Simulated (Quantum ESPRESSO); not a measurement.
# Computed records: MgIn3P3S (made-up cell)

All values are calculated (Quantum ESPRESSO 7.5). Calculation on a made-up crystal cell, not a measurement: periodic Kohn-Sham density functional theory in plane waves with PseudoDojo standard norm-conserving scalar-relativistic pseudopotentials, each functional with its own files (v0.5 for PBE, v0.4.1 for LDA and PBEsol), no spin polarisation, no spin-orbit coupling, atoms not relaxed, stress positive in tension, energies less a fixed whole-eV offset for each atom's element; levels are Kohn-Sham levels at fractions of this cell's reciprocal vectors, counted from the reference band (half the neutral cell's valence electrons, rounded up) at Gamma; error bars cover cutoff and k-mesh only, not smearing or the files; added strain carries the atoms with the cell, and shear is the tensor component; each bar is the largest change over components, and at least 0.002 eV, 0.002 eV per angstrom or 0.02 GPa; energies are for the whole cell, and the offsets were chosen from early runs and are not element reference energies.

### MgIn3P3S (made-up cell)

```
cell vectors (Å)
   5.9972     0.0833    -0.0583
   0.0833     6.0390     0.0700
  -0.0583     0.0700     5.9562
atoms (fractions of the cell vectors)
In -0.01198  0.00849  0.00749
Mg -0.00486  0.52662  0.48952
In  0.48525  0.00357  0.51040
In  0.51511  0.48153  0.00356
S   0.23153  0.26372  0.22832
P   0.23755  0.74167  0.73794
P   0.75751  0.27019  0.76357
P   0.75823  0.76280  0.26732
```

| Property | Result |
| --- | --- |
| lattice type | zincblende/diamond |
| functional | pbe |
| cutoff | 1143 eV |
| fermi dirac smearing | 0.025 eV |
| scf tolerance | 1e-07 eV |
| electrons removed | 0 |
| k mesh | 4 x 4 x 4, shifted by half a step |
| stress zz | — |
| stress yy | — |
| stress xx | — |
| pressure | — |

Atoms:
```
atoms element  atom site  atom energy offset (eV)
           In          1                    -1808
           Mg          2                    -1617
           In          3                    -1808
           In          4                    -1808
            S          5                     -302
            P          6                     -189
            P          7                     -189
            P          8                     -189
```

## Withheld values
1. Give the missing stress zz for MgIn3P3S (made-up cell).
2. MgIn3P3S (made-up cell): stress yy?
3. Give the missing stress xx for MgIn3P3S (made-up cell).
4. MgIn3P3S (made-up cell): pressure?

Calculated values
1. 0.665 GPa
2. 1.358 GPa
3. 0.7068 GPa
4. -0.91 GPa

Further results for MgIn3P3S (made-up cell):

| Item | Value |
| --- | --- |
| free energy less offsets | 1.557 eV |
| smearing term minus ts | 0 eV |
| scf iterations | 11 |
| stress yz | 1.284 GPa |
| stress xz | -0.7593 GPa |
| stress xy | 1.305 GPa |
| error bar energy | 0.004714 eV |
| error bar stress | 0.02 GPa |
| error bar force | 0.006026 eV/Å |
| error bars from | tighter rerun of a related cell |

Forces:
```
site  x (eV/Å)  y (eV/Å)  z (eV/Å)
   1   0.07376    -1.167   -0.6795
   2    0.3278   -0.9611    0.6094
   3    0.5825   -0.1071    0.3915
   4   -0.3608     1.786    0.1074
   5    0.2875     0.105    0.9598
   6    0.3103    0.4959    0.9262
   7   0.03406   -0.5131    -1.554
   8    -1.255    0.3614   -0.7605
```
